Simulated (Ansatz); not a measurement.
Problem. Cd (hcp (Mg type), P6_3/mmc) is relaxed with plane-wave PAW PBEsol (Ansatz code). What lattice parameters of the conventional cell result?

Solution. a = 2.969 Å, c = 5.469 Å.

Symmetry was held in the PBEsol relaxation. Axis ratios of metals converge slowly with the k-mesh, so a and c are less sure than the volume.

Potentials: the later of the program's two PAW sets.
